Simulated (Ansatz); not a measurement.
# rocksalt-structured RhTe

Computed with Ansatz (plane waves, PAW, 420 eV cutoff): PBEsol, scalar-relativistic, no spin polarisation, 10×10×10 k-mesh, Gaussian smearing of 0.05 eV; PAW files: Ansatz's generated set soft_2.

```yaml
crystal:
  lattice:
    - [0.00000, 2.69646, 2.69646]
    - [2.69646, 0.00000, 2.69646]
    - [2.69646, 2.69646, 0.00000]
  atoms:
    - { symbol: Rh, position: [0.50000, 0.50000, 0.50000] }
    - { symbol: Te, position: [0.00000, 0.00000, 0.00000] }
```

This is a trial structure; measured cells of the compound in the Crystallography Open Database are in space group P63/mmc.

Cell and atoms are those of this level's equilibrium.

The cell has space group Fm-3m (read at 0.01 Å). In it the stress is -0.01, -0.01, -0.01, 0.00, 0.00, 0.00 GPa and the largest force component 0.000 eV/Å. Each change below starts from this cell, without further relaxation. Stress is in GPa, positive in compression, in the order xx, yy, zz, yz, xz, xy; energies are counted from the cell above and are free energies with the smearing's entropy, which match forces and stress in a metal.

Problem. What happens when atom 2 (Te) is moved by 0.20 Å along y?

Solution. The energy changes by 47.8 meV per cell, and the force on it along the shift is -0.740 eV/Å (−F/u = 3.70 eV/Å²). Stress: -0.09, 7.00, -0.09, 0.00, 0.00, 0.00.
```
atom  Fx (eV/Å)      Fy     Fz
 Rh1      0.000   0.740  0.000
 Te2      0.000  -0.740  0.000
```
In a harmonic crystal the energy would rise by −½F·u = ½ × 3.70 × 0.20² eV = 74.0 meV, so the response isn't harmonic at this size, the electronic state shifts or, in a metal, the mesh is too coarse for so small an energy.

Problem. What stress follows from an engineering strain of 1 % in xy, atoms carried along?

Solution. -0.02, -0.02, -0.01, 0.00, 0.00, 0.01 GPa; the energy changes by 0.0 meV per cell.

Spin–orbit coupling, which matters for such heavy elements, is left out. The cell is a metal with an odd number of electrons, and spin polarisation wasn't tried.
